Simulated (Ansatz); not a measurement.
A sublattice moved along a line in YS

These are results of DFT r2SCAN, scalar-relativistic, plane waves, PAW in Ansatz, not measurements. Cutoff 500 eV, Γ-centred 16×16×16 k-points, Gaussian smearing of 0.15 eV. No spin polarisation. Energies are free energies at this smearing, counted from the undisturbed cell; pressure is positive in compression.

The undisturbed cell (as given, not relaxed at this level; it stands at 2.2 GPa, and it needn't be the usual structure):

```
CELL_PARAMETERS angstrom
0.00000 2.74365 2.74365
2.74365 0.00000 2.74365
2.74365 2.74365 0.00000
ATOMIC_POSITIONS crystal
Y 0.50000 0.50000 0.50000
S 0.00000 0.00000 0.00000
```

Every Y atom is moved by x along the Cartesian unit vector (0.000, 0.000, -1.000); the cell and all other atoms stay fixed. The cell is metallic on the mesh throughout.

Problem. Over the sampled range (-0.3000 to 0.2625), is the undisturbed cell the lowest point?

Solution. Yes, every other sampled point lies higher.

The scan:

| x (Å) | ΔE (meV/cell) |
| --- | --- |
| -0.3000 | 386.0 |
| -0.1500 | 90.8 |
| 0.0000 | 0.0 |
| 0.0375 | 5.6 |
| 0.0750 | 22.4 |
| 0.1125 | 50.6 |
| 0.1875 | 143.4 |
| 0.2250 | 209.5 |
| 0.2625 | 289.9 |